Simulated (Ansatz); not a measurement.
Crystals of one structure type (rock salt) and one family of elements, relaxed and computed with plane-wave PAW HSE06 (Ansatz code).

```tsv
crystal	V (Å³/atom)	gap (eV)
LiCl	16.72	7.78
KF	19.35	8.10
LiBr	20.50	?
KCl	31.93	6.41
RbCl	36.91	6.18
KBr	37.02	5.52
RbBr	42.42	5.38
```

Fit a straight line to E_g against V and predict the withheld value.

Least squares on the 6 shown rows: E_g = -0.106 × V + (9.819), with a scatter of 0.26. For LiBr this gives 7.65. The run itself gave 6.22, outside the scatter: the line misses something about this case.

All cells were relaxed under the symmetry of their starts (and spin orders); stability against distortions was not tested throughout. Scalar-relativistic: spin–orbit coupling is off unless named, which matters more the heavier the elements.

Potentials: the later of the program's two PAW sets.
